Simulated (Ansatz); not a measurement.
Values for one crystal, relaxed and computed with LDA in the plane-wave PAW code Ansatz; other levels are named.

```yaml
volume_per_atom: 17.13 Å³
band_gap: 0.86 eV (indirect)
Formation energy from the elements (no fitted shifts): -0.95 eV/atom
conduction_band_minimum: on the Γ–S0 line, 53 % of the way from Γ (k = 0.000, 0.180, -0.180) (6 equivalent valleys)
smallest_direct_gap_on_the_standard_path: 1.96 eV
zone_centre_stability: no imaginary mode at Γ
electron_effective_mass: 0.41, 0.56, 0.56 mₑ (principal values)
```

### Question
Which compound is it?
(A) HgO, P3_121 (Hg on 3b, O on 3a)
(B) CaTiO3, cubic perovskite
(C) Sn4Te3Se, R3m (Pearson symbol hR8)
(D) WS2, R3m (W on 3a, S on 3a, S on 3a)

### Answer
D, WS2, R3m (W on 3a, S on 3a, S on 3a)

The workflow started from a Materials Project entry (that database holds measured and hypothetical structures alike); the Crystallography Open Database files this formula in space group No. 160, but the cells were not matched. It is not the phase usual at ambient conditions (space group No. 194). The cell was relaxed with LDA under the symmetry of its start. No spin polarisation was allowed. A crystal of weakly bound layers computed without a dispersion correction: the cell and the soft elastic constants depend strongly on that. The references are the lowest solids computed at this level, not always the standard phases. Spin–orbit coupling is left out wherever it is not named.

Potentials: the later of the program's two PAW sets.
